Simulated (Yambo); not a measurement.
G0W0@PBEsol for HgS (space group P3_221, No. 154) in Yambo. Reference settings: 3×3×1 Γ-centred k mesh, bands 13 to 315 and a 8 Ry block in the screening, 315 bands in G with the Bruneval-Gonze terminator, plasmon pole fitted at 27.2 eV. The PBEsol gap Γ → Γ on this mesh is 1.24 eV; G0W0 gaps are taken between the same points.

The settings were changed. The gap went from 2.08 eV to 2.05 eV, and the shift of the valence edge from -0.67 eV to -0.48 eV.

Problem. Which change was made?
A. 120 bands in G, no terminator
B. no random integration
C. 204 bands in W, 204 bands in G
D. 3 Ry block

Solution. B, no random integration. The others gave (gap, valence shift): 204 bands in W, 204 bands in G: 2.07, -0.59 eV; 120 bands in G, no terminator: 2.11, -0.19 eV; 3 Ry block: 1.95, -0.33 eV.

Spin-orbit coupling is not included.

Geometry relaxed with PBE+D3(BJ); primitive cell a = b = 4.1611 Å, c = 9.5046 Å, α = β = 90.00°, γ = 120.00°.

A shift is the quasiparticle energy of the state minus its PBEsol energy.
